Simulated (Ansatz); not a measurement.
TiSe2 (CdI2 type)

```
TiSe2
1.0
    3.48104     0.00000     0.00000
   -1.74052     3.01467     0.00000
    0.00000     0.00000     5.87186
Ti Se
1 2
Direct
  0.00000   0.00000   0.00000
  0.66667   0.33333   0.26465
  0.33333   0.66667   0.73535
```

The relaxed cell is deformed in two ways at once: its volume V is scaled, and at that volume it is stretched along z (the c axis of the conventional cell) so that c/a changes. Fractional atomic positions are held.

Method: PBE-D3(BJ) (plane waves to 420 eV, PAW, scalar-relativistic; Ansatz, a first-principles code). k mesh 15×15×8 (Γ-centred), Fermi-Dirac smearing 0.05 eV. Energies are smeared free energies. As the atoms are clamped, bonds stretch with the cell, which overstates energies and stresses. With partly filled bands, the response to shear is sensitive to the k mesh, so small differences along c/a are uncertain. TiSe2 is run without spin polarisation. TiSe2 was relaxed with its symmetry unable to fall. The last digit holds for this mesh only.

Changes of ΔE (kJ/mol of atoms) from the point V/V₀ = 1.000, (c/a)/(c/a)₀ = 1.000 when one coordinate moves alone (two changes are said to add if the coupling is within 5 % of the smaller one, nearly so within 20 %):

```csv
point,change
"V/V₀ = 1.000, (c/a)/(c/a)₀ = 0.880",4.98
"V/V₀ = 1.000, (c/a)/(c/a)₀ = 0.920",2.16
"V/V₀ = 1.000, (c/a)/(c/a)₀ = 0.960",0.53
"V/V₀ = 0.920, (c/a)/(c/a)₀ = 1.000",4.07
"V/V₀ = 0.947, (c/a)/(c/a)₀ = 1.000",1.72
"V/V₀ = 0.973, (c/a)/(c/a)₀ = 1.000",0.41
"V/V₀ = 1.027, (c/a)/(c/a)₀ = 1.000",0.38
"V/V₀ = 1.053, (c/a)/(c/a)₀ = 1.000",1.44
"V/V₀ = 1.080, (c/a)/(c/a)₀ = 1.000",3.11
"V/V₀ = 1.000, (c/a)/(c/a)₀ = 1.040",0.50
"V/V₀ = 1.000, (c/a)/(c/a)₀ = 1.080",1.93
"V/V₀ = 1.000, (c/a)/(c/a)₀ = 1.120",4.22
```

**Question.** What is the change at V/V₀ = 0.947, (c/a)/(c/a)₀ = 1.120, where both move, and how far is it from the sum?

**Answer.** The sum of the single changes is 1.72 + (4.22) = 5.94; the calculation gives 5.51, so the coupling contributes -0.43 (over 20 % of the smaller single change, not additive).

**Question.** What is the change at V/V₀ = 0.920, (c/a)/(c/a)₀ = 0.920, where both move, and how far is it from the sum?

**Answer.** The sum of the single changes is 4.07 + (2.16) = 6.23; the calculation gives 6.68, so the coupling contributes 0.45 (over 20 % of the smaller single change, not additive).

(Under strain, the slope of the energy per volume gives the stress and its curvature an elastic modulus.)
